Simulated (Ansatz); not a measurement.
MnF$_{2}$ (rutile, P4_2/mnm), r²SCAN (plane waves, PAW; program Ansatz). The conduction-band minimum lies at Γ, with 1 equivalent valley. Second derivatives d²E/dk² of the lowest band at one valley (eV·Å²), along Cartesian directions:

```json
[
 {"direction": "[100]", "d²E/dk²": "14.61"},
 {"direction": "[010]", "d²E/dk²": "13.55"},
 {"direction": "[001]", "d²E/dk²": "14.85"},
 {"direction": "[110]", "d²E/dk²": "14.08"},
 {"direction": "[101]", "d²E/dk²": "14.73"},
 {"direction": "[011]", "d²E/dk²": "14.20"}
]
```

Q: Find the principal effective masses, the density-of-states mass and the conductivity mass.

A: Off-diagonal terms follow from H_xy = H[110] − (H_xx + H_yy)/2, and m*/mₑ = 7.620 eV·Å² over each eigenvalue: 0.51, 0.52, 0.56. One valley's DOS mass (m₁m₂m₃)^(1/3) = 0.53, conductivity mass 3/(Σ 1/mᵢ) = 0.53 mₑ.

Q: What effective density of states Nc follows at 300 K for parabolic valleys?

A: Nc = 2.509e19 × 1 × (0.53)^(3/2) ≈ 9.7e18 cm⁻³.

Symmetry was held in the r²SCAN relaxation, as lowered by the spin order. Spin order of the final state: antiferromagnetic, chosen from 5 collinear starts compared on coarse meshes (ties went to the first, and starts can fall back to one state), not a proven ground state. Other orbital occupations within this spin state were not tried. No Hubbard U is applied. Point labels and valley counts follow the cell and symmetry of the run, lower than the named group.

Potentials: the later of the program's two PAW sets.

Edges and masses are those of Kohn–Sham bands, whose gap is no quasiparticle gap.
